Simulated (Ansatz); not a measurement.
## What a trial cell of Bi₆O relaxes into

Method: Ansatz, DFT PBE, scalar-relativistic, plane waves, PAW. Cutoff 420 eV, Gaussian smearing, Γ-centred meshes. Cell and atoms relax first on a coarse mesh, the cell is then made exact in the group found at 0.06 to 0.08 Å, and last on a converged mesh; the steps can't lower the symmetry of their start. No spin polarisation.

The cell of Bi₆O is invented: random cell by space group and Wyckoff sites (P-3m1, No. 164). Its size is a rough estimate.

```
CELL_PARAMETERS angstrom
6.71447 0.00000 0.00000
-3.35723 5.81490 0.00000
0.00000 0.00000 5.82069
ATOMIC_POSITIONS crystal
Bi 0.00000 0.00000 0.00000
Bi 0.33333 0.66667 0.50399
Bi 0.66667 0.33333 0.49601
Bi 0.50000 0.00000 0.00000
Bi 0.00000 0.50000 0.00000
Bi 0.50000 0.50000 0.00000
O 0.00000 0.00000 0.50000
```

Energies over the elements count from the elements' standard structures at the same level (O₂ as a molecule), with no fitted energy shifts.

Question: Where does the relaxation end?

Answer: The symmetry goes from P-3m1 (No. 164) to P6/mmm (No. 191). The volume per atom grows by 4.2 %, from 32.5 to 33.8 Å³. The shortest distance goes from 2.91 Å (Bi–O) to 2.24 Å (Bi–O). Conventional cell: a = 7.808 Å, c = 4.484 Å. Bi on a site of symmetry 6/mmm has 2 O at 2.24 Å, 6 Bi at 3.90 Å and 2 Bi at 4.48 Å; Bi on a site of symmetry -6m2 has 6 Bi at 3.18 Å; Bi on a site of symmetry mmm has 4 Bi at 3.18 Å; O is surrounded by 2 Bi at 2.24 Å.

```cif
data_structure
_symmetry_space_group_name_H-M 'P6/mmm'
_symmetry_Int_Tables_number 191
_cell_length_a 7.8080
_cell_length_b 7.8080
_cell_length_c 4.4843
_cell_angle_alpha 90.000
_cell_angle_beta 90.000
_cell_angle_gamma 120.000
_cell_volume 236.76
loop_
_atom_site_label
_atom_site_type_symbol
_atom_site_symmetry_multiplicity
_atom_site_Wyckoff_symbol
_atom_site_fract_x
_atom_site_fract_y
_atom_site_fract_z
_atom_site_occupancy
Bi1 Bi 1 a 0.00000 0.00000 0.00000 1
Bi2 Bi 2 d 0.33333 0.66667 0.50000 1
Bi3 Bi 3 f 0.50000 0.00000 0.00000 1
O1 O 1 b 0.00000 0.00000 0.50000 1
```

Question: Give its energy and gap.

Answer:

| Item | Value |
| --- | --- |
| Energy over the elements | +0.10 eV/atom |
| Gap on the 6×6×8 mesh of the 7-atom cell | 0 eV (a metal) |

The separate elements lie lower, so it is unstable against them.

The last run used Gaussian smearing of 0.10 eV. Spin–orbit coupling, which can matter for Bi, is left out. A structure relaxed within its symmetry needn't be a true minimum. Another cell of the same search, in R3, lies 194 meV/atom lower, so this cell isn't the stable form at this level.
